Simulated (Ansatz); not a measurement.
KBr:
```cif
data_BrK
_chemical_formula_sum 'K1 Br1'
_space_group_name_H-M_alt 'P 1'
_space_group_IT_number 1
_cell_length_a 4.74152
_cell_length_b 4.74152
_cell_length_c 4.74152
_cell_angle_alpha 60.000
_cell_angle_beta 60.000
_cell_angle_gamma 60.000
loop_
_space_group_symop_operation_xyz
  'x, y, z'
loop_
_atom_site_label
_atom_site_type_symbol
_atom_site_fract_x
_atom_site_fract_y
_atom_site_fract_z
_atom_site_occupancy
K1 K 0.00000 0.00000 0.00000 1
Br1 Br 0.50000 0.50000 0.50000 1
```

Relaxed with PBE. PBE (plane waves, PAW; program Ansatz) gives a gap of 4.31 eV.

Q: What gap does HSE06 give on the same cell (Ansatz, PAW)?

A: 5.47 eV, 1.16 eV more. The hybrid was solved on a coarser mesh and at special points; its gap is the smallest among all of these.

```json
[
 {"k": "Γ", "v1 PBE": "0.00", "c1 PBE": "4.31", "v1 HSE06": "0.00", "c1 HSE06": "5.47"},
 {"k": "X", "v1 PBE": "-0.27", "c1 PBE": "5.91", "v1 HSE06": "?", "c1 HSE06": "?"},
 {"k": "L", "v1 PBE": "-0.30", "c1 PBE": "6.49", "v1 HSE06": "?", "c1 HSE06": "?"},
 {"k": "W", "v1 PBE": "-0.49", "c1 PBE": "7.33", "v1 HSE06": "?", "c1 HSE06": "?"},
 {"k": "K", "v1 PBE": "-0.30", "c1 PBE": "6.58", "v1 HSE06": "?", "c1 HSE06": "?"}
]
```

Q: Top valence (v1) and lowest conduction level (c1) in eV from each method's valence maximum (which need not be a listed point): supply the withheld HSE06 values.

A: 
- K, v1 HSE06: -0.32
- K, c1 HSE06: 7.79
- L, v1 HSE06: -0.31
- L, c1 HSE06: 7.63
- X, v1 HSE06: -0.29
- X, c1 HSE06: 7.10
- W, v1 HSE06: -0.51
- W, c1 HSE06: 8.58

Cost on shared cores: the PBE run (SCF on a 7×7×7 mesh, then bands and DOS) around 14 core-seconds (rough), the HSE06 run (SCF on 5×5×5, then a few points) very roughly 100 core-seconds; the tasks are unlike.

Space group Fm-3m (rock salt). The PBE relaxation kept the symmetry of its start; phonons on a q-mesh show no instability. Spin–orbit coupling is left out wherever it is not named.

Potentials: the later of the program's two PAW sets.
